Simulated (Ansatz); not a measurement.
K$_{2}$S$_{3}$:
Space group Cmc2₁ (No. 36); a = 7.1640 Å, b = 9.9994 Å, c = 7.2868 Å, α = β = γ = 90.00°

| atom | site | symmetry | x | y | z |
|---|---|---|---|---|---|
| K | 4a | m.. | 0.0000 | 0.4189 | 0.3419 |
| K | 4a | m.. | 0.0000 | 0.1022 | 0.1139 |
| S | 8b | 1 | 0.2335 | 0.1607 | 0.4967 |
| S | 4a | m.. | 0.0000 | 0.2037 | 0.6601 |
(The calculation used a cell of 10 atoms; values per cell refer to that cell.)

Relaxed with PBEsol.

### Question
Tabulate the valence density and the electron localisation function along the shortest S–S contact (2.10 Å), PBEsol (plane waves, PAW; program Ansatz).

### Answer


```
distance from S (Å)  density (e/Å³)   ELF
-------------------  --------------  ----
0.21                           0.26  0.01
0.31                           0.56  0.07
0.42                           0.84  0.24
0.52                           1.03  0.46
0.63                           1.09  0.64
0.73                           1.06  0.73
0.84                           0.99  0.77
0.94                           0.94  0.78
1.05                           0.92  0.79
1.15                           0.95  0.80
1.26                           1.02  0.81
1.36                           1.11  0.80
1.47                           1.15  0.73
1.57                           1.09  0.58
1.68                           0.91  0.34
1.78                           0.61  0.11
1.89                           0.30  0.02
```

The density is the valence pseudo-density with augmentation charge, so density and ELF within about 1 Å of a nucleus are not all-electron values.

Space group Cmc2_1. The first step of the workflow began from a Materials Project structure, measured or hypothetical; the Crystallography Open Database files this formula in space group No. 36, but the cells were not matched. Whether it is the stable phase at ambient conditions was not checked. Symmetry was held in the PBEsol relaxation; its stability against distortions is not shown here.

Potentials: the later of the program's two PAW sets.
